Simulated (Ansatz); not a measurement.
ScB₁₂ in space group Fm-3m (No. 225; Sc on 4a, B on 48i), DFT-PBEsol in the program Ansatz with PAW potentials, all energies at zero smearing, with the estimated change up to a 700 eV cutoff added, with one set of potentials and settings (totals compare only within such a set). Cell of 13 atoms (1 Sc, 12 B): -3946.219 eV.

```
element                reference phase  E (eV/atom)
-------  -----------------------------  -----------
Sc       P6_3/mmc, 2 atoms in the cell   -2111.3699
B           R-3m, 12 atoms in the cell    -152.6698
```

Formation energy per atom, worked out: (-3946.219 − 1×(-2111.3699) − 12×(-152.6698))/13 = -0.216 eV/atom (-21 kJ per mol of atoms), at 0 K, without zero-point energy or fitted corrections.

The first step of the workflow began from a Materials Project structure, measured or hypothetical; the Crystallography Open Database files this formula in space group No. 225, but the cells were not matched. Whether it is the stable phase at ambient conditions was not checked. The cell was relaxed with PBEsol under the symmetry of its start. At this level the phase is dynamically unstable (imaginary phonons). The run is not spin-polarised. The references are the lowest solids computed at this level, not always the standard phases.

Potentials: the later of the program's two PAW sets.
